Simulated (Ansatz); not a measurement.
**SiO₂, first-principles data**

SiO₂:
```
SiO2
1.0
    3.97877     2.29714     2.61635
   -3.97877     2.29714     2.61635
    0.00000    -4.59429     2.61635
Si O
3 6
Direct
  0.71533   0.28467   0.50000
  0.50000   0.71533   0.28467
  0.28467   0.50000   0.71533
  0.30957   0.69043   0.50000
  0.50000   0.30957   0.69043
  0.69043   0.50000   0.30957
  0.00000   0.33394   0.66606
  0.66606   0.00000   0.33394
  0.33394   0.66606   0.00000
```

Space group R32 (No. 155); conventional cell a = 7.9575 Å, b = 7.9575 Å, c = 7.8490 Å, α = 90.00°, β = 90.00°, γ = 120.00°.

Method: DFT-r²SCAN in the program Ansatz with PAW potentials. Structure relaxed to zero pressure with the same functional. Other levels are named where they apply.

### Cell and energy

```json
{
 "volume_per_atom": "15.94 Å³",
 "density": "2.09 g/cm³",
 "Formation energy from the elements (no fitted shifts)": "-2.95 eV/atom"
}
```

### Electronic structure

```json
{
 "band_gap": "6.35 eV (smallest direct gap 6.37 eV)",
 "valence_band_maximum": "on the P2–Γ line, 48 % of the way from P2 (k = 0.198, 0.198, 0.198 in fractions of the reciprocal vectors)",
 "conduction_band_minimum": "at Γ",
 "electron_effective_mass": "0.57 mₑ (isotropic)",
 "hole_effective_mass": "1.8, 6.7, 6.7 mₑ (principal values)",
 "HSE06 gap on the r²SCAN cell": "7.46 eV"
}
```

### Mechanics

```json
{
 "Elastic constants (relaxed ions, GPa)": "C11 = 81.6, C12 = 32.9, C13 = 65.7, C14 = 23.2, C33 = 246, C44 = 44.5",
 "mechanical_stability": "stable (all eigenvalues of C positive)",
 "hill_bulk_and_shear_moduli": "69.4 and 28.5 GPa",
 "Young's modulus": "75.1 GPa",
 "Poisson's ratio": "0.32",
 "debye_temperature_from_the_elastic_constants": "489 K",
 "Piezoelectric stress constants (proper, relaxed ions, C/m²)": "e11 = 0.03, e12 = e26 = -0.03"
}
```

### Dielectric response

```json
{
  "Electronic dielectric constant ε∞ (DFPT)": "2.03 (xx = yy), 2.08 (zz)",
  "Static dielectric constant ε0 (ions relaxed, cell fixed)": "3.36 (xx = yy), 3.65 (zz)",
  "Born charges (a third of the trace)": "Si +3.20, O -1.66 to -1.54 e",
  "Largest static χ(2) component": "0.63 pm/V"
}
```

### Phonons

```json
{
  "Highest zone-centre frequency (without LO–TO term)": "1165 cm^-1",
  "zone_centre_stability": "no imaginary mode at Γ",
  "dynamical_stability_on_the_path": "unstable, down to 46i cm⁻¹"
}
```

### Charges

```json
{
 "bader_charges": "Si +3.36, O -1.68 e"
}
```

The workflow started from a Materials Project entry (that database holds measured and hypothetical structures alike); the Crystallography Open Database copy checked does not list it. It is not the phase usual at ambient conditions (space group No. 92, 152, 154). The cell was relaxed with r²SCAN under the symmetry of its start. Signs of piezoelectric constants follow the polarity of the cell as given. The references are the lowest solids computed at this level, not always the standard phases (solids in place of the gases).

Potentials: the earlier of the program's two PAW sets. The files were generated under PBE; for other functionals the program regenerates the frozen cores, and for LDA and PBEsol the local potential too.
